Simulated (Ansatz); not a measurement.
GaPt:
```cif
data_Ga4Pt4
_chemical_formula_sum 'Ga4 Pt4'
_space_group_name_H-M_alt 'P213'
_space_group_IT_number 198
_space_group_name_Hall 'P 2ac 2ab 3'
_cell_length_a 4.91951
_cell_length_b 4.91951
_cell_length_c 4.91951
_cell_angle_alpha 90.000
_cell_angle_beta 90.000
_cell_angle_gamma 90.000
loop_
_atom_site_label
_atom_site_type_symbol
_atom_site_symmetry_multiplicity
_atom_site_Wyckoff_symbol
_atom_site_fract_x
_atom_site_fract_y
_atom_site_fract_z
_atom_site_occupancy
Ga1 Ga 4 a 0.09282 0.09282 0.09282 1
Pt1 Pt 4 a 0.39891 0.39891 0.39891 1
```

Relaxed with r²SCAN.

Problem. Tabulate the valence density and the electron localisation function along the shortest Ga–Pt contact (2.60 Å), DFT-r²SCAN in the program Ansatz with PAW potentials.

Solution. 

| distance from Ga (Å) | density (e/Å³) | ELF |
|---|---|---|
| 0.26 | 24.91 | -0.01 |
| 0.39 | 10.37 | 0.04 |
| 0.52 | 3.64 | 0.08 |
| 0.65 | 1.41 | 0.17 |
| 0.78 | 0.73 | 0.23 |
| 0.91 | 0.49 | 0.26 |
| 1.04 | 0.40 | 0.29 |
| 1.17 | 0.38 | 0.36 |
| 1.30 | 0.41 | 0.37 |
| 1.43 | 0.52 | 0.35 |
| 1.56 | 0.76 | 0.36 |
| 1.69 | 1.30 | 0.41 |
| 1.82 | 2.47 | 0.50 |
| 1.95 | 4.34 | 0.59 |
| 2.08 | 6.63 | 0.64 |
| 2.21 | 8.86 | 0.67 |
| 2.34 | 10.57 | 0.67 |

The density is the valence pseudo-density with augmentation charge, so density and ELF within about 1 Å of a nucleus are not all-electron values.

Space group P2_13. The workflow started from a Materials Project entry (that database holds measured and hypothetical structures alike); the Crystallography Open Database copy checked does not list it. With Ga and Pt taken as one species the cell has the higher symmetry Pa-3, so it may be an ordered model of a mixed-site phase. Whether it is the stable phase at ambient conditions was not checked. The r²SCAN relaxation kept the symmetry of its start; of distortions, only those at the zone centre were tested. No spin polarisation was allowed. Scalar-relativistic: spin–orbit coupling is off unless named, which matters more the heavier the elements.

Potentials: the later of the program's two PAW sets.
